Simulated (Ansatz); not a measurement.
Input and command of a plane-wave DFT calculation in Ansatz:

```yaml
crystal:
  lattice:
    - [3.2665021629, 0.0, 0.0]
    - [0.0, 3.2665021629, 0.0]
    - [0.0, 0.0, 3.2665021629]
  atoms:
    - { symbol: Mg, position: [0.0, 0.0, 0.0] }
    - { symbol: C, position: [0.0, 0.5, 0.5] }
    - { symbol: C, position: [0.5, 0.0, 0.5] }
    - { symbol: C, position: [0.5, 0.5, 0.0] }
basis:
  ecutwfc: 420
kpoints:
  mp_grid: { grid: [14, 14, 14] }
hamiltonian:
  xc: pbe
scf:
  occupations: { method: gaussian, width: 0.1 }
output:
  forces: true
  stress: true
  eigenvalues: true
relax:
  adjacent_minimum: "off"
  f_tol: 0.01
  max_steps: 80
  cell: { stress_tol: 0.05 }
```

```bash
ansatz run input.yaml --threads 1 --pin off --max-ram 2560MiB --backend cpu --events-out ev --progress --plain --runs-dir out
```

Processor: Intel(R) Xeon(R) Platinum 8259CL CPU @ 2.50GHz (Skylake/Cascade Lake), 1 thread, on a host shared with other jobs.

How long does it run, and how much memory does it take?

About 11 s on 1 thread of Intel(R) Xeon(R) Platinum 8259CL CPU @ 2.50GHz (Skylake/Cascade Lake) (shared host), peak memory 0.41 GiB. It solves 15 bands at 120 k points (the mesh reduced by the symmetry that the task leaves, which can be less than the crystal's) with about 691 plane waves (on the last cell), in 14 SCF iterations over 2 ionic steps.
